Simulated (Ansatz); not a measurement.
A geometry of Zn away from equilibrium: step 19 of the relaxation of a randomly generated symmetric cell of Zn (space group No. 123). Calculation: PBE (plane waves to 420 eV, PAW, scalar-relativistic; Ansatz, a program for electronic structure). Γ-centred k-mesh 17×17×7 on the run's cell (coarser than for final values), Fermi–Dirac smearing 0.05 eV.

```
Zn
1.0
    2.38522     0.00000     0.00000
    0.00000     2.38522     0.00000
    0.00000     0.00000     2.86782
Zn
1
Direct
  0.50000   0.50000   0.00000
```

Question: Which atoms carry the largest force, and which way does it point?

Answer: No atom: all forces are below 0.005 eV/Å; only the cell is out of equilibrium.

Question: What is the pressure?

Answer: +10.6 GPa, compression positive.

No spin polarisation in the result.

The run could not lose the symmetry of its start: the end is stationary, and may be a saddle point rather than a minimum.

The end of the path is a generated cell of Zn: the first start was made by a random draw of sites in a space group, and the end was not matched to a known phase here, so it may be hypothetical. Known forms of Zn include space group No. 194.
